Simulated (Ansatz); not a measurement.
Hf:
```xyz
1
Lattice="0.0000 2.2397 2.2397 2.2397 0.0000 2.2397 2.2397 2.2397 0.0000" Properties=species:S:1:pos:R:3 pbc="T T T"
Hf     0.0000     0.0000     0.0000
```

Relaxed with r²SCAN. Special points in fractions of this cell's reciprocal vectors: Γ (0.000, 0.000, 0.000); X (0.500, 0.000, 0.500); U (0.625, 0.250, 0.625); K (0.375, 0.375, 0.750); L (0.500, 0.500, 0.500); W (0.500, 0.250, 0.750).

Question: List the band energies nearest the Fermi level at these points for the program Ansatz at the r²SCAN with spin–orbit coupling level (PAW).

Answer: In eV from the Fermi level; about four levels below and three above (degenerate sets whole), none deeper than 8.9 eV; points with the same levels are listed once.

```
k                    below                above
-  -----------------------  -------------------
Γ              -7.53 -7.53  1.45 1.45 1.45 1.45
X  -3.32 -3.32 -2.18 -2.18  2.33 2.33 6.66 6.66
U  -2.24 -2.24 -1.54 -1.54  0.75 0.75 4.31 4.31
L              -3.73 -3.73  0.32 0.32 1.21 1.21
W  -0.59 -0.59 -0.31 -0.31  2.82 2.82 7.23 7.23
```

Space group Fm-3m (fcc (Cu type)). The first step of the workflow began from a Materials Project structure, measured or hypothetical; the Crystallography Open Database files this formula in space group No. 225, but the cells were not matched. It is not the phase usual at ambient conditions (space group No. 194). The cell was relaxed with r²SCAN under the symmetry of its start; its stability against distortions is not shown here. The run is not spin-polarised.

Potentials: the later of the program's two PAW sets.
